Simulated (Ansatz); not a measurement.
# MgO, first-principles data

MgO:
```xyz
16
Lattice="1.4814 0.8553 19.7616 -1.4814 0.8553 19.7616 0.0000 -1.7106 19.7616" Properties=species:S:1:pos:R:3 pbc="T T T"
Mg     0.0000     0.0000    22.2694
Mg     0.0000     0.0000    37.0154
Mg     0.0000     0.0000    46.9715
Mg     0.0000     0.0000    12.3134
Mg     0.0000     0.0000    54.2689
Mg     0.0000     0.0000     5.0159
Mg     0.0000     0.0000    29.6424
Mg     0.0000     0.0000     0.0000
O      0.0000     0.0000     8.6646
O      0.0000     0.0000    50.6203
O      0.0000     0.0000    25.9938
O      0.0000     0.0000    33.2911
O      0.0000     0.0000    18.5488
O      0.0000     0.0000    40.7360
O      0.0000     0.0000    15.9585
O      0.0000     0.0000    43.3263
```

Space group R-3m (No. 166); conventional cell a = b = 2.963 Å, c = 59.285 Å, α = β = 90.00°, γ = 120.00°.

Method: DFT-r²SCAN in the program Ansatz with PAW potentials. Geometry: relaxed at this level of theory. Other levels are named where they apply.

Cell and energy:

Volume per atom: 9.39 Å³
Density: 3.56 g/cm³
Formation energy from the elements (no fitted shifts): -2.88 eV/atom

Electronic structure:

Band gap: 4.98 eV (smallest direct gap 4.99 eV)
Valence-band maximum: on the Γ–S0 line, 11 % of the way from Γ (k = -0.042, 0.000, 0.031 in fractions of the reciprocal vectors)
Conduction-band minimum: at Γ
Electron effective mass: 0.36, 0.36, 0.71 mₑ (principal values)
HSE06 gap on the r²SCAN cell: 5.82 eV

Mechanics:

- Bulk modulus (Birch–Murnaghan fit): 1640 kbar
- Pressure derivative B′: 4.1

Charges:

Bader charges: Mg +1.74, O -1.74 e

The first step of the workflow began from a Materials Project structure, measured or hypothetical; the Crystallography Open Database copy checked does not list it. It is not the phase usual at ambient conditions (space group No. 225). The cell was relaxed with r²SCAN under the symmetry of its start; whether a distortion lowers the energy is not shown. The references are the lowest solids computed at this level, not always the standard phases (solids in place of the gases).

Potentials: the earlier of the program's two PAW sets.
